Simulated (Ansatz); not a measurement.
P₂W in space group C2/m (No. 12; P on 4i, P on 4i, W on 4i) under volume change, plane-wave PAW LDA (Ansatz code), shape and atoms relaxed at each volume.

```json
[
 {"V (Å³/atom)": "12.939", "E − E(relaxed) (meV/atom)": "___", "P (GPa)": "___"},
 {"V (Å³/atom)": "13.365", "E − E(relaxed) (meV/atom)": "___", "P (GPa)": "___"},
 {"V (Å³/atom)": "13.792", "E − E(relaxed) (meV/atom)": "8.9", "P (GPa)": "6.86"},
 {"V (Å³/atom)": "14.219", "E − E(relaxed) (meV/atom)": "0.0", "P (GPa)": "0.00"},
 {"V (Å³/atom)": "14.645", "E − E(relaxed) (meV/atom)": "8.0", "P (GPa)": "-5.82"},
 {"V (Å³/atom)": "15.072", "E − E(relaxed) (meV/atom)": "30.2", "P (GPa)": "-10.75"},
 {"V (Å³/atom)": "15.498", "E − E(relaxed) (meV/atom)": "64.5", "P (GPa)": "-14.92"}
]
```

Some entries are withheld; supply them.


- 12.939, E − E(relaxed) (meV/atom): 89.6
- 12.939, P (GPa): 24.41
- 13.365, E − E(relaxed) (meV/atom): 37.6
- 13.365, P (GPa): 14.93

What does a third-order Birch–Murnaghan fit give for V₀, B₀ and B′?

V₀ = 14.22 Å³/atom, B₀ = 210 GPa, B′ = 4.4.

The workflow started from a Materials Project entry (that database holds measured and hypothetical structures alike); the Crystallography Open Database files this formula in space group No. 12, but the cells were not matched. Whether it is the stable phase at ambient conditions was not checked. Symmetry was held in the LDA relaxation; its stability against distortions is not shown here. The run is not spin-polarised. Spin–orbit coupling is left out wherever it is not named.

Potentials: the earlier of the program's two PAW sets. The files were generated under PBE; for other functionals the program regenerates the frozen cores, and for LDA and PBEsol the local potential too.
